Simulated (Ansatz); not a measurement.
An Ansatz (an electronic-structure program) run. Input:

Ansatz 0.2 input:
```yaml
crystal:
  lattice:
    - [-1.5481167503, 1.5481167503, 1.5481167503]
    - [1.5481167503, -1.5481167503, 1.5481167503]
    - [1.5481167503, 1.5481167503, -1.5481167503]
  atoms:
    - { symbol: Re, position: [0.0, 0.0, 0.0] }
kpoints:
  mp_grid: { grid: [39, 39, 39] }
hamiltonian:
  xc: r2scan
  pseudopotentials: { kind: paw }
scf:
  occupations: { method: fermi_dirac, width: 0.1 }
elastic: { mode: relaxed_ion, stencil: two_point, amplitude: 0.005, f_tol: 0.0005 }
```

Output (shortened):

```
Pseudopotentials: kind: paw
Pseudopotential: Re, paw, valence charge 15
Functional definition: r2SCAN
Crystal: 1 atoms, lattice volume = 14.841 Å³
Basis set: ecut = 500 eV, 369 PW (Γ), exchange–correlation on 80×80×80 points (64 copies of the dense FFT grid, shifted against one another)
Bands: 12, of which v1, the nominal top of the filled ones, is band 8 counted from 1 (7 counted from 0)
Symmetry: 48 space group operations
Space group: Im-3m (ITA 229), of the structure as read, at distance tolerance 2.5e-5 Å
k-points: 1540 of 59319
PAW frozen core: Re, regenerated for the run's functional
Initial wavefunctions: pseudopotential atomic-orbital guess
Eigensolver: davidson
Functional: x = r2scan, c = r2scan; τ floored in thin density (d = 2e-4 eV/Å³)
all-band conjugate gradients solve this SCF's bands
SCF 1 converged in 9 iterations: F = -10880.557532 eV  dr2 = 5.48e-15
Crystal: 1 atoms, lattice volume = 14.841 Å³
Initial density: handed on by an earlier stage of this run
Initial wavefunctions: those handed on with the density
SCF 2 converged in 2 iterations: F = -10880.557532 eV  dr2 = 1.70e-15
density extrapolation: transplant  |δρ|_rms = 5.932e-2 e/Å³  SAD shift = 8.016e-3 e/Å³
Crystal: 1 atoms, lattice volume = 14.767 Å³
Symmetry: 16 space group operations
k-points: 4200 of 59319
SCF 3 converged in 8 iterations: F = -10880.557048 eV  dr2 = 3.19e-15
density extrapolation: first-order (α = -2.000)  |δρ|_rms = 5.932e-2 e/Å³  SAD shift = 7.950e-3 e/Å³
Crystal: 1 atoms, lattice volume = 14.915 Å³
Basis set: ecut = 500 eV, 377 PW (Γ), exchange–correlation on 80×80×80 points (64 copies of the dense FFT grid, shifted against one another)
SCF 4 converged in 6 iterations: F = -10880.557085 eV  dr2 = 1.81e-14
density extrapolation: transplant  |δρ|_rms = 5.932e-2 e/Å³  SAD shift = 4.412e-3 e/Å³
Crystal: 1 atoms, lattice volume = 14.841 Å³
Basis set: ecut = 500 eV, 371 PW (Γ), exchange–correlation on 80×80×80 points (64 copies of the dense FFT grid, shifted against one another)
Symmetry: 8 space group operations
k-points: 8000 of 59319
SCF 5 converged in 9 iterations: F = -10880.557309 eV  dr2 = 5.40e-15
density extrapolation: first-order (α = -2.000)  |δρ|_rms = 5.932e-2 e/Å³  SAD shift = 4.412e-3 e/Å³
Crystal: 1 atoms, lattice volume = 14.841 Å³
SCF 6 converged in 5 iterations: F = -10880.557309 eV  dr2 = 9.51e-14
SCF converged after 2 iterations
Free energy (F): -10880.557532 eV
Harris-Foulkes:  -10880.557532 eV  (|F-HF|=9.09e-12)
Internal energy: -10880.526490 eV  (E = F + TS)
E sigma→0 (E₀):  -10880.542011 eV
Entropy (-TS):   -0.031042 eV (-31.042 meV/atom)
Fermi energy:    24.567504 eV
--- Per-component energies (eV) ---
  E_band       = -90.476545
  E_kinetic    = 541.525606
  E_local      = -765.040326  (includes V_loc(G=0)·N_el)
  E_nonlocal   = 49.406906
  E_hartree    = 274.163465
  E_xc         = -386.871560
  E_vxc        = -340.508269  (∫ρ·V_xc dr)
  E_paw        = -8689.180100  (= ΣΔE_a)
  E_vpaw       = -141.885378  (= ΣTr[D̂ρ^β])
  E_aug_tail   = -0.000036  (compensation charges beyond the density's cutoff)
  E_vtau       = 17.698022  (kinetic-family band-sum trace: ∫τ·v_τ [+ j·A + Jᵃ·Aᵃ] dr)
  E_ewald      = -1904.059575
  E_core_change = -0.470871  (= ΣΔE_core)
  E_smearing   = -0.031042  (= −TS)
  E_closure    = 0.000000  (closes the sum)
  Σ components = -10880.557532   (vs F -10880.557532, Δ=0.00e0)
--- Forces (eV/Å), atoms counted from 1 ---
  atom   1  Re     0.00000000     0.00000000     0.00000000
  max |Σ_I F_I| component: 0.0 eV/Å
--- Stress (GPa, compression-positive) ---
        0.031566       0.000000       0.000000
        0.000000       0.031566       0.000000
        0.000000       0.000000       0.031566
  P = ⅓ Tr σ = 0.0316 GPa (0.316 kbar)
  The stress holds the Pulay correction. Without it, at fixed plane waves, as pw.x and ABINIT print it: P = -0.0067 GPa
  The stress includes an estimate of the error left by incomplete SCF convergence (largest component 0.0000 GPa).
--- Band table (eV; the first three rows and the last of 1540) ---
  k-point 0: bands = ["-58.1971", "-18.8028", "-18.8028", "-18.8028", "13.2733", "21.6827", "21.6827", "21.6827", "25.4947", "25.4947", "39.7708", "39.7708"]
  k-point 1: bands = ["-58.1962", "-18.8118", "-18.8057", "-18.8029", "13.3076", "21.6632", "21.6798", "21.7148", "25.4627", "25.4950", "39.7984", "39.8270"]
  k-point 2: bands = ["-58.1936", "-18.8382", "-18.8140", "-18.8030", "13.4098", "21.6056", "21.6699", "21.8107", "25.3724", "25.4962", "39.8781", "39.9947"]
  k-point 1539: bands = ["-57.9572", "-19.7046", "-19.7031", "-19.7031", "17.2004", "17.2053", "28.0819", "28.0819", "28.1353", "32.5841", "32.7358", "32.7358"]
  band table: 12 of 12 bands, residual norms ≤ 1.0e-3 eV
--- Elastic constants: 2 strain directions × 2 members + reference (group order 48) ---
  dense FFT box of the reference and of every strained cell: 20×20×20
  strains applied: 11, 23; error gains: componentwise 1.00 (the most a stress slope's error grows in a printed constant), spectral 1.73 (1 for all six strains …
  C = ∂σ_k/∂η_j (tension-positive GPa; Voigt order 11 22 33 23 13 12):
       401.798    366.501    366.501      0.000      0.000      0.000
       366.501    401.798    366.501      0.000      0.000      0.000
       366.501    366.501    401.798      0.000      0.000      0.000
         0.000      0.000      0.000    192.161      0.000      0.000
         0.000      0.000      0.000      0.000    192.161      0.000
         0.000      0.000      0.000      0.000      0.000    192.161
  reference stress σ⁰ (GPa):     -0.032     -0.032     -0.032      0.000      0.000      0.000
  moduli (Voigt/Reuss/Hill, GPa): K = 378.27/378.27/378.27   G = 122.36/38.78/80.57   E = 225.68   ν = 0.401
  mechanically stable: yes (min eigenvalue of sym C = 35.30 GPa)
  strain η (Voigt 11):  stress-route row diagonal C_11 = 401.80 GPa, energy-path curvature d²(F+E_count+ΔE)/dδ²/Ω₀ = 401.85 GPa
         δ    σ_11 (GPa)             F (eV)   n_scf  n_hpsi   n_pw
    -5.000e-3      -2.0667      -10880.5570478       8  1014647    386   relax 0 steps, max|allowed force component| 0.00e0 eV/Å
     5.000e-3       1.9513      -10880.5570850       6  843184    394   relax 0 steps, max|allowed force component| 0.00e0 eV/Å
  strain η (Voigt 23):  stress-route row diagonal C_44 = 192.16 GPa, energy-path curvature d²(F+E_count+ΔE)/dδ²/Ω₀ = 192.18 GPa
         δ    σ_23 (GPa)             F (eV)   n_scf  n_hpsi   n_pw
    -5.000e-3      -0.9608      -10880.5573092       9  1997844    390   relax 0 steps, max|allowed force component| 0.00e0 eV/Å
     5.000e-3       0.9608      -10880.5573092       5  1572843    390   relax 0 steps, max|allowed force component| 0.00e0 eV/Å
```

Cost: roughly 15 core-minutes on shared cores.

A made-up cell: these elements were put on the sites of a structure type; the Crystallography Open Database copy checked does not list it. It is not the phase usual at ambient conditions (space group No. 194). The r²SCAN relaxation kept the symmetry of its start; its stability against distortions is not shown here. No spin polarisation was allowed. As this level gives no gap, shear constants depend on the k-mesh and smearing (Fermi–Dirac, 0.1 eV here). Scalar-relativistic: spin–orbit coupling is off unless named, which matters more the heavier the elements.

Potentials: the later of the program's two PAW sets.

Ansatz is a plane-wave DFT program.
